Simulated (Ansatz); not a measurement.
YRu2Ge2: pressure against volume

YRu2Ge2, I4/mmm, a = 4.204 Å, c = 9.799 Å. The structure is a COD entry; whether it is the stable form wasn't checked. Ansatz: PBEsol, PAW, 420 eV, Γ-centred 12×12×12 mesh on 5 atoms, Gaussian smearing 0.10 eV; no spin polarisation. Shape and atoms are relaxed at each volume; pressure is positive in compression.

```
V (Å³/atom) P (GPa)
     16.276    10.64
     16.796        ?
     17.315     0.00
     17.835    -4.06
     18.354    -7.44
```

**Question.** Take V0 = 17.315 Å³/atom, fit the third-order Birch–Murnaghan form to the other rows, and predict the missing pressure.

**Answer.** With the Eulerian strain f = ½[(V0/V)^(2/3) − 1] and y = P/[3f(1 + 2f)^(5/2)], the form is the line y = B0 + 1.5 B0 (B0′ − 4) f. Rows (f, y): 0.02106, 151.9; -0.00977, 145.5; -0.01905, 143.5. Means f = -0.002587, y = 146.97; Σ(Δf)² = 0.0008818, ΣΔfΔy = 0.1843; the slope is their ratio. y = 147.5 + 209.0 f GPa, so B0 = 147.5 GPa and B0′ = 4 + 2 × (209.0)/(3 × 147.5) = 4.94. At V = 16.796, f = 0.01025, y = 149.64 and P = 4.84 GPa. The run gave 4.85 GPa, so the fit is 0.01 GPa too low, a small miss on the scale of the series.

Cost: 5 runs of about 14 core-minutes in all, on Arm Neoverse V1 (shared hosts).